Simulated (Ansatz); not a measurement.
## How Tl (P6_3/mmc) stiffens under pressure

```
CELL_PARAMETERS angstrom
3.46799 0.00000 0.00000
-1.73399 3.00337 0.00000
0.00000 0.00000 5.49300
ATOMIC_POSITIONS crystal
Tl 0.33333 0.66667 0.25000
Tl 0.66667 0.33333 0.75000
```

This is the zero-pressure cell. At each pressure cell and atoms are relaxed in this structure, and the constants are slopes of the stress at strains of ±0.005 with relaxed ions (the coefficients that govern stability under load). Level: PBEsol, PAW on Ansatz 0.2.0's default frozen-core files (fitted under PBE), scalar-relativistic; k mesh 16×16×10, strains of ±0.005, Fermi-Dirac smearing of 0.100 eV, cutoff 420 eV. P is the pressure of the relaxed cell, less that of this one.

```
P (GPa)    V/V₀  C11 (GPa)  C12 (GPa)  C13 (GPa)  C33 (GPa)  C44 (GPa)
   0.00  1.0000       43.0       35.9       25.7       66.8        9.1
   0.99  0.9747       49.6       41.1       29.7       75.1       10.1
   1.99  0.9528       56.4       46.2       33.6       82.6       11.1
   3.98  0.9167       69.1       55.9       41.4       97.6       12.7
   6.97  0.8746       87.0       69.7       52.8      118.7       14.7
   9.99       ?          ?          ?          ?          ?          ?
  14.95  0.7991      131.6      105.3       81.5      170.6       18.4
```

**Question.** Does the bulk modulus from the constants agree with the pressure-volume curve?

**Answer.** A third-order Birch-Murnaghan fit to the volumes shown (F against f, f = [(V₀/V)^(2/3) − 1]/2) gives B₀ = 36.1 GPa and B′ = 5.5. Its −V dP/dV stands beside the Reuss value 1/ΣS_ij (i, j ≤ 3):

```csv
P (GPa),from P(V),from the constants
0.00,36.1,36.0
0.99,41.4,41.3
1.99,46.6,46.6
3.98,56.7,56.7
6.97,71.1,71.2
14.95,107.5,107.6
```

**Question.** What are the pressure derivatives at zero pressure?

**Answer.** Slopes at V₀ of quadratic fits in −ln(V/V₀) through the first four rows shown, divided by B₀: dC11/dP = 6.8, dC12/dP = 5.3, dC13/dP = 4.0, dC33/dP = 8.4, dC44/dP = 1.1. The mean slopes up to 2.0 GPa are 6.7, 5.2, 4.0, 8.0, 1.0; curvature and scatter of the constants part the two.

**Question.** Fill the row at 9.99 GPa.

**Answer.** Cubic fits in −ln(V/V₀) through all rows shown give C11 = 104.5, C12 = 83.4, C13 = 63.9, C33 = 138.9, C44 = 16.4 GPa. Computed: V/V₀ = 0.8415, C11 (GPa) = 104.3, C12 (GPa) = 83.3, C13 (GPa) = 64.0, C33 (GPa) = 138.7, C44 (GPa) = 16.3.

**Question.** Does a shear stiffness soften?

**Answer.** C44 goes from 9.1 to 18.4 GPa; (C11 − C12)/2 goes from 3.5 to 13.1 GPa. Neither ends more than 3 % under its start, and the lattice stays mechanically stable over this range.

Known limits: no other phase was computed; many crystals of this kind change structure within this range, and rows or crossings beyond such a change describe a metastable lattice; frozen-core PAW files fitted under PBE, their cores solved anew for the functional of the run; responses of metals move with mesh and smearing; no spin-orbit coupling on heavy atoms; elastic stability says nothing of phonons or of other phases; phonons weren't checked at these pressures.
